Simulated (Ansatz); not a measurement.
Hf₂N:
```xyz
6
Lattice="5.3264 0.0000 0.0000 0.0000 5.3264 0.0000 0.0000 0.0000 3.2478" Properties=species:S:1:pos:R:3 pbc="T T T"
Hf     1.5731     1.5731     0.0000
Hf     3.7533     3.7533     0.0000
Hf     1.0901     4.2364     1.6239
Hf     4.2364     1.0901     1.6239
N      0.0000     0.0000     0.0000
N      2.6632     2.6632     1.6239
```

Relaxed with r²SCAN.

Task: Map the valence electron density (e/Å³), cut off at 4 on the plane through (0.295, 0.295, 0.000) spanned by u = [0, 0, 1] and v = [1, 1, 0] in lattice vectors, from plane-wave PAW r²SCAN (Ansatz code).

Result: x is the fraction of u, y of v (the angle between them is 90°; rows are the nearest grid lines); atoms in the plane: Hf at (0.00, 0.00), Hf at (0.00, 0.41), N at (0.00, 0.70), N at (0.50, 0.20).
```
y \ x   0.000  0.0625  0.188  0.250  0.375  0.438  0.562  0.625  0.750  0.812  0.938   1.00
------  -----  ------  -----  -----  -----  -----  -----  -----  -----  -----  -----  -----
1.00     4.00    4.00   4.00   2.22  0.264  0.199  0.199  0.264   2.22   4.00   4.00   4.00
0.921    4.00    4.00   1.73  0.660  0.216  0.195  0.195  0.216  0.660   1.73   4.00   4.00
0.842   0.536   0.497  0.314  0.247  0.194  0.188  0.188  0.194  0.247  0.314  0.497  0.536
0.763    2.70    2.39  0.977  0.559  0.236  0.189  0.189  0.236  0.559  0.977   2.39   2.70
0.684    3.54    3.49   1.50  0.766  0.261  0.191  0.191  0.261  0.766   1.50   3.49   3.54
0.605    1.03   0.934  0.500  0.347  0.208  0.188  0.188  0.208  0.347  0.500  0.934   1.03
0.526    1.45    1.25  0.472  0.286  0.197  0.192  0.192  0.197  0.286  0.472   1.25   1.45
0.474    4.00    4.00   2.75  0.953  0.227  0.196  0.196  0.227  0.953   2.75   4.00   4.00
0.395    4.00    4.00   4.00   2.11  0.268  0.208  0.208  0.268   2.11   4.00   4.00   4.00
0.316    4.00    3.62   1.09  0.587  0.571  0.673  0.673  0.571  0.587   1.09   3.62   4.00
0.237   0.203   0.217  0.416  0.728   2.46   3.31   3.31   2.46  0.728  0.416  0.217  0.203
0.158   0.264   0.268  0.407  0.660   2.04   2.88   2.88   2.04  0.660  0.407  0.268  0.264
0.0789   4.00    4.00   1.76  0.739  0.442  0.485  0.485  0.442  0.739   1.76   4.00   4.00
0.000    4.00    4.00   4.00   2.22  0.264  0.199  0.199  0.264   2.22   4.00   4.00   4.00
```

The density is the valence pseudo-density with augmentation charge, so density and ELF within about 1 Å of a nucleus are not all-electron values.

Space group P4_2/mnm (anti-rutile). The workflow started from a Materials Project entry (that database holds measured and hypothetical structures alike); the Crystallography Open Database copy checked does not list it. Whether it is the stable phase at ambient conditions was not checked. The r²SCAN relaxation kept the symmetry of its start; its stability against distortions is not shown here. No spin polarisation was allowed. Scalar-relativistic: spin–orbit coupling is off unless named, which matters more the heavier the elements.

Potentials: the later of the program's two PAW sets.
